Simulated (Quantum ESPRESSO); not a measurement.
## K₂S: magnetic shieldings

```
CELL_PARAMETERS angstrom
      0.00000     3.69550     3.69550
      3.69550     0.00000     3.69550
      3.69550     3.69550     0.00000
ATOMIC_POSITIONS crystal
  K  0.25000 0.25000 0.25000
  K  0.75000 0.75000 0.75000
  S  0.00000 0.00000 0.00000
```
The cell was made here from an entry of the Crystallography Open Database (unchecked): atoms relaxed with PBE in the measured cell (PBE without dispersion, pw.x of a modified build of Quantum ESPRESSO, symmetry kept).  Stability against distortions was not tested.

Computed: shieldings by PBE GIPAW (Quantum ESPRESSO, JTH PAW datasets), 20 Ha, k-mesh 4×4×4 shifted, f-sum rule met within 0.008 %.

```json
[
 {"site": "K (atoms 1, 2)", "site symmetry": "-43m", "σ_iso (ppm)": "1045"},
 {"site": "S (atom 3)", "site symmetry": "m-3m", "σ_iso (ppm)": "578"}
]
```

These are absolute shieldings with no macroscopic susceptibility term; δ = σ_ref − σ needs a reference computed alike. By our sweeps, such settings leave a few ppm in absolute σ. No d partial waves on S: the paramagnetic term there is incompletely reconstructed.
